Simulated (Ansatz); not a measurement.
InAs (NiAs type, P6_3/mmc) at seven volumes, DFT-PBE in the program Ansatz with PAW potentials, shape and atoms relaxed at each. One row is withheld.

```csv
V (Å³/atom),P (GPa)
21.939,7.02
22.662,4.26
23.385,1.94
24.109,0.00
24.832,-1.63
25.555,-2.98
26.278,?
```

### Question
Fit the shown pressures and predict the withheld one.

### Answer
P = (3/2)B₀(x^(7/2) − x^(5/2))[1 + (3/4)(B′ − 4)(x − 1)] with x = (V₀/V)^(2/3). Least squares on the six rows gives V₀ = 24.109 Å³/atom, B₀ = 59.1 GPa, B′ = 4.90. At V = 26.278, x = 0.9442 and P = -4.12 GPa. The run itself gave -4.12 GPa.

The cell is a constructed one: a structure type filled with these elements; neither database checked (COD, Materials Project) lists it. It is not the phase usual at ambient conditions (space group No. 216). Symmetry was held in the PBE relaxation; whether a distortion lowers the energy is not shown.

Potentials: the later of the program's two PAW sets.
